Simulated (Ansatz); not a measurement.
Total density of states per atom from plane-wave PAW PBEsol (Ansatz code), in 0.25 eV bins, energy from the Fermi level:

```
E (eV) | states/eV/atom
    -7.85 | ## 0.14
    -7.60 | ## 0.16
    -7.35 | ## 0.17
    -7.10 | ### 0.18
    -6.85 | ### 0.19
    -6.60 | ### 0.21
    -6.35 | ### 0.23
    -6.10 | #### 0.25
    -5.85 | #### 0.26
    -5.60 | #### 0.29
    -5.35 | ##### 0.31
    -5.10 | ##### 0.34
    -4.85 | ##### 0.32
    -4.60 | #### 0.29
    -4.35 | #### 0.28
    -4.10 | #### 0.29
    -3.85 | ##### 0.32
    -3.60 | ####### 0.49
    -3.35 | ########### 0.73
    -3.10 | ############ 0.81
    -2.85 | ########## 0.70
    -2.60 | ############ 0.83
    -2.35 | ################# 1.14
    -2.10 | ################# 1.14
    -1.85 | ########### 0.74
    -1.60 | ############### 1.01
    -1.35 | ############### 1.01
    -1.10 | ######################## 1.66
    -0.85 | ############################ 1.93
    -0.60 | ###################### 1.50
    -0.35 | ############################## 2.04
    -0.10 | ################### 1.29
     0.15 | ############ 0.83
     0.40 | ######### 0.62
     0.65 | #### 0.27
     0.90 | ###### 0.44
     1.15 | ######## 0.53
     1.40 | ########## 0.67
     1.65 | ######### 0.60
     1.90 | ###### 0.42
     2.15 | ##### 0.33
     2.40 | #### 0.27
     2.65 | ### 0.22
     2.90 | ### 0.18
     3.15 | ## 0.14
     3.40 | ## 0.15
     3.65 | ### 0.19
     3.90 | #### 0.29
     4.15 | ###### 0.38
     4.40 | ####### 0.47
     4.65 | ######## 0.52
```

**Question.** Which compound is it?
A) AlFe, CsCl type
B) CsI, CsCl type
C) BePd, CsCl type
D) FeCo, Fd-3m (Fe on 8b, Co on 8a)

**Answer.** A, AlFe, CsCl type. Within 0.5 eV of the Fermi level: Fe 3d 90 %, Al 3p 6 %. Projections are on Löwdin-orthogonalised atomic valence shells; empty p or d shells of many metals are not among them.

Space group Pm-3m (CsCl type). The cell was relaxed with PBEsol under the symmetry of its start. Spin order of the final state: ferromagnetic, chosen from 3 collinear starts compared on coarse meshes (ties went to the first, and starts can fall back to one state), not a proven ground state.

Potentials: the later of the program's two PAW sets.
